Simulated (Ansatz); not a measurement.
Zn₃N₂ in space group P6_3/mmc (No. 194; Zn on 4f, Zn on 2b, N on 2c, N on 2a) at seven volumes, plane-wave PAW LDA (Ansatz code), shape and atoms relaxed at each. One row is withheld.

```json
[
 {"V (Å³/atom)": "10.123", "P (GPa)": "?"},
 {"V (Å³/atom)": "10.456", "P (GPa)": "11.80"},
 {"V (Å³/atom)": "10.790", "P (GPa)": "5.41"},
 {"V (Å³/atom)": "11.124", "P (GPa)": "0.00"},
 {"V (Å³/atom)": "11.457", "P (GPa)": "-4.58"},
 {"V (Å³/atom)": "11.791", "P (GPa)": "-8.44"},
 {"V (Å³/atom)": "12.125", "P (GPa)": "-11.71"}
]
```

**Question.** Fit the shown pressures and predict the withheld one.

**Answer.** P = (3/2)B₀(x^(7/2) − x^(5/2))[1 + (3/4)(B′ − 4)(x − 1)] with x = (V₀/V)^(2/3). Least squares on the six rows gives V₀ = 11.124 Å³/atom, B₀ = 165 GPa, B′ = 4.58. At V = 10.123, x = 1.0649 and P = 19.32 GPa. The run itself gave 19.36 GPa.

The first step of the workflow began from a Materials Project structure, measured or hypothetical; the Crystallography Open Database copy checked does not list it. Whether it is the stable phase at ambient conditions was not checked. Symmetry was held in the LDA relaxation; of distortions, only those at the zone centre were tested.

Potentials: the later of the program's two PAW sets.
